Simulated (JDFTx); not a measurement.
```json
{
 "surface": "Ir(111)",
 "bulk": "Ir, Fm-3m, lattice of mp-101 (not re-optimised)",
 "slab": "6 atoms in 6 planes, 1x1, 11.1 Å between the outermost planes",
 "in-plane cell": "2.725 × 2.725 Å, 6.43 Å²",
 "cell_height": "27.1 Å",
 "sampling": "10×10×1 k mesh, Fermi smearing 0.01 Ha, no spin polarisation"
}
```

Profiles through the double layer of this slab, charged, in linear PCM (GLSSA13), water, 1 M KCl; PBE, GBRV ultrasoft potentials, plane waves to 20/100 Ha, JDFTx (a modified build). z is the height above the outermost atoms, φ the plane-averaged electrostatic potential energy of an electron (zero in the bulk liquid), ρ_b the bound charge of solvent and ions, s the cavity shape function (0 in the solid, 1 in the liquid).

```tsv
z (Å)	n (e/Å³)	s	φ (eV)	ρ_b (10⁻³ e/Å³)
1.00	0.2308	0.00	-2.149	0.00
1.45	0.0609	0.00	-1.512	-0.49
1.91	0.0163	0.00	-0.373	-8.55
2.36	0.0044	0.18	-0.046	-3.45
2.81	0.0012	0.88	-0.032	1.06
3.26	0.0003	1.00	-0.027	0.38
3.71	0.0001	1.00	-0.024	0.10
4.16	0.0000	1.00	-0.020	0.02
4.62	0.0000	1.00	-0.018	0.00
5.07	0.0000	1.00	-0.015	-0.01
5.52	0.0000	1.00	-0.013	-0.01
5.97	0.0000	1.00	-0.011	-0.01
6.42	0.0000	1.00	-0.010	-0.01
6.87	0.0000	1.00	-0.008	0.00
7.33	0.0000	1.00	-0.007	0.00
7.78	0.0000	1.00	-0.006	0.00
```

Task: Is the electrode positively or negatively charged, and roughly by how much?

Result: Positively: σ = 8.0 μC/cm² per face. The liquid's bound charge is of the opposite sign overall, and far from the surface φ decays with the screening length (3.0 Å).
